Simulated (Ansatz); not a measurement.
VN:
```
VN
1.0
    0.00000     2.03648     2.03648
    2.03648     0.00000     2.03648
    2.03648     2.03648     0.00000
N V
1 1
Direct
  0.00000   0.00000   0.00000
  0.50000   0.50000   0.50000
```

Relaxed with PBEsol. Special points in fractions of this cell's reciprocal vectors: Γ (0.000, 0.000, 0.000); X (0.500, 0.000, 0.500); U (0.625, 0.250, 0.625); K (0.375, 0.375, 0.750); L (0.500, 0.500, 0.500); W (0.500, 0.250, 0.750).

List the band energies nearest the Fermi level at these points for DFT-PBEsol in the program Ansatz with PAW potentials.

In eV from the Fermi level; about four levels below and three above (degenerate sets whole), none deeper than 8.9 eV; … stands for higher levels left out; points with the same levels are listed once.

```json
[
 {"k": "Γ", "below": "-2.27 -2.27 -2.27 -1.62 -1.62 -1.62", "above": "…"},
 {"k": "X", "below": "-6.84 -4.07 -3.74 -3.74", "above": "0.54 1.33 1.33"},
 {"k": "U", "below": "-6.75 -6.70 -5.21 -1.24", "above": "0.94 1.42 2.87"},
 {"k": "L", "below": "-6.34 -6.34", "above": "0.66 0.66 1.59"},
 {"k": "W", "below": "-6.42 -6.42 -6.18", "above": "0.16 0.16 1.33"}
]
```

Space group Fm-3m (rock salt). Symmetry was held in the PBEsol relaxation. The workflow began spin-polarised and lost its moments.

Potentials: the later of the program's two PAW sets.
